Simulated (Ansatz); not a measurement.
LiCl:
```
CELL_PARAMETERS angstrom
      0.00000     2.55614     2.55614
      2.55614     0.00000     2.55614
      2.55614     2.55614     0.00000
ATOMIC_POSITIONS crystal
  Li 0.00000 0.00000 0.00000
  Cl 0.50000 0.50000 0.50000
```

Relaxed with r²SCAN. 

Problem. HSE06 on this cell (Ansatz, a first-principles code, PAW) gives a gap of 7.78 eV. What does r²SCAN give?

Solution. 7.29 eV.

Cost on shared cores: the r²SCAN run (SCF on a 9×9×9 mesh, then bands and DOS) roughly 5 core-seconds, the HSE06 run (SCF on 7×7×7, then a few points) roughly 30 core-seconds; the tasks are unlike.

Space group Fm-3m (rock salt). The r²SCAN relaxation kept the symmetry of its start.

Potentials: the later of the program's two PAW sets.

Ansatz is a plane-wave DFT program.
